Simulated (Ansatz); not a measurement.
# LaFe2Si2: reading a single point

```
CELL_PARAMETERS angstrom
0.00000 4.10525 0.00000
4.10525 0.00000 0.00000
2.05263 2.05263 -5.11804
ATOMIC_POSITIONS crystal
La 0.00000 0.00000 0.00000
Si 0.36480 0.36480 0.27040
Si 0.63520 0.63520 0.72960
Fe 0.75000 0.25000 0.50000
Fe 0.25000 0.75000 0.50000
```

The numbers come from plane-wave PAW DFT (Ansatz): r2SCAN, no spin polarisation, 500 eV, 7×7×7 Γ-centred k points, gaussian occupations (width 0.0203 eV). Nothing was relaxed.

**Charges.** Bader charges in e: La +1.54, Fe -0.26, Si -0.51. In the mean La gives up most and Si takes most.
**Stress.** The pressure is -10.0 GPa (compression positive), so with the atoms held at these fractions the cell would first shrink; the forces are large, so a full relaxation may end otherwise. The principal stresses -11.1, -9.5, -9.5 GPa differ, so its shape would change too.
**Forces.** The largest is on Si2 (and as large on other atoms): 1.48 eV/Å, components (0.00, 0.00, -1.48). It makes 60° with the line to a nearest neighbour, Fe4 at 2.37 Å.
**Formation energy.** -0.34 eV an atom against the elements' usual phases (free molecules for gases, crystals otherwise, with no correction for O₂ or N₂), so it is bound against them; other compounds may still compete. Relaxing would lower it.
**Electronic structure.** It is a metal, with about 5.4 states/eV a cell as the mean within 0.25 eV of the Fermi level, mostly Fe d (77 %).

Origin: a known structure type with other elements, at an estimated volume, so it need not be a known compound. Caveats: no spin polarisation, so a magnetic state may lie lower; f levels without a U or exact exchange are poorly placed.
